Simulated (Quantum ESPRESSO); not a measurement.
Al3SiCN3, a curve over one atom's position

Simulated, not a measurement. The program is pw.x of Quantum ESPRESSO 7.5 (plane-wave density functional theory). The cell is made up: 8 atoms on a wurtzite lattice, with randomly drawn elements, strain and displacements, not relaxed. PseudoDojo standard norm-conserving files (v0.5 for PBE, v0.4.1 for LDA and PBEsol) set the functional; there is no spin polarisation, spin-orbit coupling or dispersion term, and the masses in the input are unused placeholders.

Seven runs move atom 4 (Al, counted in the order of the input) along y and keep all else fixed.

Input of the run at +0.0013:

```
&control calculation='scf', pseudo_dir='./dojo.nc.sr.pbe.v0_5.standard.upf', outdir='./o', disk_io='medium', tprnfor=.true., tstress=.true. /
&system ibrav=0, nat=8, ntyp=4, nbnd=22, ecutwfc=84.00895049, nosym=.true., tot_charge=0,
 occupations='smearing', smearing='fd', degauss=0.0018374661
/
&electrons conv_thr=7.350e-09, electron_maxstep=60, /
ATOMIC_SPECIES
Al 1.0 Al.upf
C 1.0 C.upf
N 1.0 N.upf
Si 1.0 Si.upf
CELL_PARAMETERS angstrom
3.1185 -0.0096 0.0097
-0.0166 5.2166 -0.0202
0.0158 -0.0191 4.9719
ATOMIC_POSITIONS angstrom
Al 0.0443 -0.1315 0.0656
Al 1.6364 2.615 0.0277
Si 1.585 0.9263 2.4517
Al 0.015 3.5122 2.4269
C 0.0491 0.0182 1.8399
N 1.4986 2.6313 1.7887
N 1.5233 0.8878 4.4228
N -0.0837 3.3376 4.443
K_POINTS automatic
6 4 4 1 1 1
```

```
shift of atom 4 along y (Å)  free energy less that of the input shown (eV)  Fx on atom 4 (eV/Å)  Fy on atom 4 (eV/Å)  Fz on atom 4 (eV/Å)  pressure (GPa)  next band up at Gamma (eV)  iterations
                    -0.0812                                        -0.0336               -1.292                0.699                1.753           16.50                       3.643          11
                    -0.0550                                        -0.0432               -1.202                0.023                1.763           16.50                       3.727          11
                    -0.0323                                        -0.0367               -1.128               -0.601                1.790           16.54                       3.798          11
                    -0.0232                                        -0.0300               -1.100               -0.862                1.806           16.57                       3.826          11
                    +0.0013                                         0.0000               -1.026               -1.595                1.867           16.68                       3.901          11
                    +0.0470                                         0.1064               -0.900               -3.090                2.048           17.05                       4.036          11
                    +0.0709                                         0.1903               -0.841               -3.943                2.183           17.32                       4.102          11
```

A cubic fit gives dFy/dy = -30.75 eV/Å² at zero shift. Across the table the free energy follows the integral of the force to within 0.1 meV. A rerun of one of the cells at 1437 eV and a 8 x 6 x 6 mesh moved values by no more than 0.002 eV in energy, 0.03 GPa in stress and 0.004 eV/Å in force. The band column is the level of band 17 at Gamma less that of band 16, whose number is half the electron count, rounded up; it comes from a band step after each run.